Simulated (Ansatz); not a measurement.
Relaxed-ion elastic tensor of Si (diamond, Fd-3m) in GPa (Voigt order), the program Ansatz at the LDA level (PAW); density 2.37 g/cm³, 19.70 Å³ per atom.

```
 161  64.6  64.6   0.0   0.0   0.0
64.6   161  64.6   0.0   0.0   0.0
64.6  64.6   161   0.0   0.0   0.0
 0.0   0.0   0.0  75.6   0.0   0.0
 0.0   0.0   0.0   0.0  75.6   0.0
 0.0   0.0   0.0   0.0   0.0  75.6
```

**Question.** Is the crystal mechanically stable?

**Answer.** Yes: the smallest eigenvalue of C is 75.6 GPa.

**Question.** Work out the Voigt, Reuss and Hill averages.

**Answer.** K_V = 96.8, K_R = 96.8, K_H = 96.8; G_V = 64.7, G_R = 61.7, G_H = 63.2 GPa.

**Question.** Give Young's modulus, Poisson's ratio, Pugh's ratio and the universal anisotropy index.

**Answer.** E = 9KG/(3K + G) = 156 GPa; ν = 0.23; K/G = 1.53 (brittle by the Pugh limit of 1.75); A_U = 5G_V/G_R + K_V/K_R − 6 = 0.24.

**Question.** Estimate the sound speeds and the Debye temperature.

**Answer.** v_l = √((K + 4G/3)/ρ) = 8750 m/s, v_t = √(G/ρ) = 5170 m/s, mean 5720 m/s; Θ = (h/k)(3n/4πV)^(1/3) v_m = 631 K.

**Question.** Give the Zener ratio and Young's modulus along [100], [110] and [111].

**Answer.** A = 2C44/(C11 − C12) = 1.56; 1/E = S11 − 2(S11 − S12 − S44/2)Γ with Γ = 0, 1/4, 1/3 gives 124, 162, 180 GPa.

Symmetry was held in the LDA relaxation; phonons on a q-mesh show no instability.

Potentials: the earlier of the program's two PAW sets.
